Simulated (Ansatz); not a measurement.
**Structure relaxation, NbAs**

The start is a randomly generated symmetric cell of NbAs (space group No. 227). The structure is fully relaxed (lattice and positions, P = 0) with r2SCAN (plane waves to 500 eV, PAW, scalar-relativistic; Ansatz, a first-principles code). First-step values are on the input's coarse k-mesh.

Ansatz input (later rounds restart from its end on a renewed k-mesh):
Ansatz 0.2 input:
```yaml
crystal:
  lattice:
    - [0, 3.5569548, 3.5569548]
    - [3.5569548, 0, 3.5569548]
    - [3.5569548, 3.5569548, 0]
  atoms:
    - { symbol: As, position: [0, 0, 0] }
    - { symbol: As, position: [0.25, 0.25, 0.25] }
    - { symbol: Nb, position: [0.75, 0.75, 0.75] }
    - { symbol: Nb, position: [0.5, 0.5, 0.5] }
basis: { ecutwfc: 500, ecutrho_ratio: 4, xc_grid: 4, fft_grid_basis: typed }
kpoints: { mp_grid: { grid: [6, 6, 6] } }
hamiltonian:
  xc: r2scan
  dispersion: none
  pseudopotentials: { kind: paw }
scf: { occupations: { method: fermi_dirac, width: 0.05 } }
relax: { f_tol: 0.01, max_steps: 100, cell: { stress_tol: 0.02 } }
output: { forces: true, stress: true }
```

| Item | Value |
|---|---|
| Initial pressure | -23 GPa (negative: the cell is under tension) |
| Outcome | The space group stays Fd-3m (No. 227) (the run could not lower it); the end is AFLOW prototype AB_cF16_227_a_b (B32, as in NaTl), with 4 atoms in the primitive cell |
| Energy released | 0.50 eV/atom |
| Shortest distances (start → end) | The closest pairs of elements (up to four, under 3.6 Å), start → end: As–Nb 3.08 → 2.81 Å; Nb–Nb 3.08 → 2.81 Å; As–As 3.08 → 2.81 Å |
| Optimiser moves | 7 |

It ends as:

Space group Fd-3m, origin choice 1 (No. 227); a = b = c = 6.497 Å, α = β = γ = 90.00°

```csv
atom,site,symmetry,x,y,z
As,8b,-43m,0.5000,0.5000,0.5000
Nb,8a,-43m,0.0000,0.0000,0.0000
```
(The calculation used a cell of 4 atoms; values per cell refer to that cell.)

Final values are on a 12×12×12 k-mesh of the relaxed cell. No spin polarisation in the result.

The run could not lose the symmetry of its start: the end is stationary, and may be a saddle point rather than a minimum.

All atoms sit on sites fixed by symmetry, so only the cell could relax.

The relaxed structure here is a generated cell of NbAs: the first start was made by a random draw of sites in a space group, and the end was not matched to a known phase here, so it may be hypothetical.
